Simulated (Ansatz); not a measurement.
A relaxed structure of Rb is spoiled in several ways and relaxed again each time (noise and exchanges are one random draw each; squeezed and stretched starts keep its symmetry, which their runs cannot lower; pressure is positive under compression). Computed with r2SCAN (plane waves to 500 eV, PAW, scalar-relativistic; Ansatz, an electronic-structure program).

Space group Im-3m (No. 229); a = 5.748 Å, b = 5.748 Å, c = 5.748 Å, α = 90.00°, β = 90.00°, γ = 90.00°

```
atom  site  symmetry       x       y       z
----  ----  --------  ------  ------  ------
Rb      2a      m-3m  0.0000  0.0000  0.0000
```
(The calculation used a cell of 1 atom; values per cell refer to that cell.)

| change | first pressure (GPa) | largest first force (eV/Å) | released (eV/atom) | moves | outcome | final group | E − E(parent) (eV/atom) |
|---|---|---|---|---|---|---|---|
| squeezed uniformly to 80 % of its volume | [?] | 0.00 | [?] | 6 | [?] | [?] | [?] |
| doubled along one cell vector, shaken by Gaussian noise of σ = 0.08 Å a coordinate | 0.0 | 0.01 | 0.00 | 0 | same energy, other cell | P-1 (nearly P2₁/m) | 0.00 |

**Question.** Fill in the missing entries.

**Answer.** 
- squeezed uniformly to 80 % of its volume, first pressure (GPa): 0.9
- squeezed uniformly to 80 % of its volume, released (eV/atom): 0.04
- squeezed uniformly to 80 % of its volume, outcome: returns to the parent
- squeezed uniformly to 80 % of its volume, final group: Im-3m
- squeezed uniformly to 80 % of its volume, E − E(parent) (eV/atom): 0.00

First-step values come from each run's starting, coarser k-mesh (9×9×9, 8×4×8). Each cell has its own k-point mesh; energy differences are given only to the digits this allows. No spin polarisation in the result.
